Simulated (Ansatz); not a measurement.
## Elastic constants of Cd (P6_3/mmc), step by step

```
Cd
1.0
     2.95655    0.00000    0.00000
    -1.47828    2.56045    0.00000
     0.00000    0.00000    5.54868
Cd
2
Direct
  0.33333 0.66667 0.25000
  0.66667 0.33333 0.75000
```

Unless marked otherwise, the numbers come from PBEsol, all-electron LAPW in Ansatz 0.2.0, scalar-relativistic. k mesh 18×18×8, Fermi-Dirac smearing of 0.100 eV, basis error target 0.5 meV/atom. The cell was relaxed by PAW under this functional.

The cell is hexagonal and carries a residual pressure of -0.01 GPa at this level. Each strain component that symmetry leaves independent is applied at ±0.005 and ±0.01, the ions relax wherever a strain frees them, and the stress (tension positive, GPa) is read. Shears are engineering strains, γ = 2ε.

```tsv
strain	size	σxx	σyy	σzz	σyz	σxz	σxy
xx	-0.01	-1.2401	-0.4940	-0.4219	0.0000	0.0000	0.0000
xx	-0.005	-0.5749	-0.2457	-0.2104	0.0000	0.0000	0.0000
xx	+0.005	0.5096	0.2532	0.2470	0.0000	0.0000	0.0000
xx	+0.01	0.9546	0.4962	0.4843	0.0000	0.0000	0.0000
zz	-0.01	-0.4706	-0.4706	-0.5104	0.0000	0.0000	0.0000
zz	-0.005	-0.2293	-0.2293	-0.2410	0.0000	0.0000	0.0000
zz	+0.005	0.2290	0.2290	0.2586	0.0000	0.0000	0.0000
zz	+0.01	0.4415	0.4415	0.4985	0.0000	0.0000	0.0000
yz	-0.01	0.0126	-0.0181	0.0094	-0.1494	0.0000	0.0000
yz	-0.005	0.0067	-0.0011	0.0126	-0.0746	0.0000	0.0000
yz	+0.005	0.0065	-0.0008	0.0126	0.0746	0.0000	0.0000
yz	+0.01	0.0126	-0.0181	0.0094	0.1494	0.0000	0.0000
```

The slope is [8(σ(+δ) − σ(−δ)) − (σ(+2δ) − σ(−2δ))]/(12δ), and the program imposes the crystal's symmetry on the matrix.

(1) What are the independent elastic constants?

(2) Is the crystal stable against homogeneous strain?

(3) What moduli does a random aggregate of grains have?

(4) With the density of 8.888 g/cm³, how fast does sound travel, and what Debye temperature follows?

(5) How far do the constants move if PAW replaces LAPW in the same cell?

Answers

(1) C11 = 108.0, C12 = 50.0, C13 = 45.9, C33 = 49.8, C44 = 14.9 GPa.

(2) The least eigenvalue of the 6×6 matrix is 14.9 GPa, so yes.

(3) Voigt and Reuss bounds: B from 49.4 to 61.1 and G from 16.5 to 20.0 GPa; their means are B = 55.2 and G = 18.3 GPa. Then E = 9BG/(3B + G) = 49.4 GPa, ν = (3B − 2G)/(6B + 2G) = 0.351 and B/G = 3.02, on the ductile side of Pugh's 1.75 (a rule of thumb).

(4) 

| direction | slow (m/s) | middle (m/s) | fast (m/s) |
| --- | --- | --- | --- |
| x | 1296 | 1806 | 3486 |
| y | 1296 | 1806 | 3486 |
| z | 1296 | 1296 | 2367 |

The mean of v⁻³ over directions and branches gives v_m = 1568 m/s and θ_D = (ħ/k_B) v_m (6π²n)^(1/3) = 169 K, n being atoms per volume. Young's modulus spans 23 to 65 GPa over directions, and the universal anisotropy index is 1.31.

(5) 

| constant | LAPW (GPa) | PAW (GPa) | difference |
| --- | --- | --- | --- |
| C11 | 108.0 | 108.0 | 0.0 |
| C12 | 50.0 | 50.1 | 0.1 |
| C13 | 45.9 | 46.0 | 0.1 |
| C33 | 49.8 | 49.8 | 0.0 |
| C44 | 14.9 | 14.8 | -0.1 |

Caveats: responses of metals move with mesh and smearing; the frozen-core PAW files of the compared runs were fitted under PBE, their cores solved anew for this functional.
